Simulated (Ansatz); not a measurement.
Na:
```yaml
crystal:
  lattice:
    - [-2.02654, 2.02654, 2.02654]
    - [2.02654, -2.02654, 2.02654]
    - [2.02654, 2.02654, -2.02654]
  atoms:
    - { symbol: Na, position: [0.00000, 0.00000, 0.00000] }
```

Relaxed with LDA. Special points in fractions of this cell's reciprocal vectors: Γ (0.000, 0.000, 0.000); H (0.500, -0.500, 0.500); N (0.000, 0.000, 0.500); P (0.250, 0.250, 0.250).

Question: List the band energies nearest the Fermi level at these points for the program Ansatz at the LDA level (PAW).

Answer: In eV from the Fermi level; about four levels below and three above (degenerate sets whole), none deeper than 8.9 eV; … stands for higher levels left out; points with the same levels are listed once.

| k | below | above |
|---|---|---|
| Γ | -3.48 | 12.37 12.37 12.37 |
| H | – | 4.79 4.79 … |
| N | – | 0.83 1.33 8.67 |
| P | – | 2.90 2.90 2.90 |

Space group Im-3m (bcc (W type)). The LDA relaxation kept the symmetry of its start.

Potentials: the later of the program's two PAW sets.
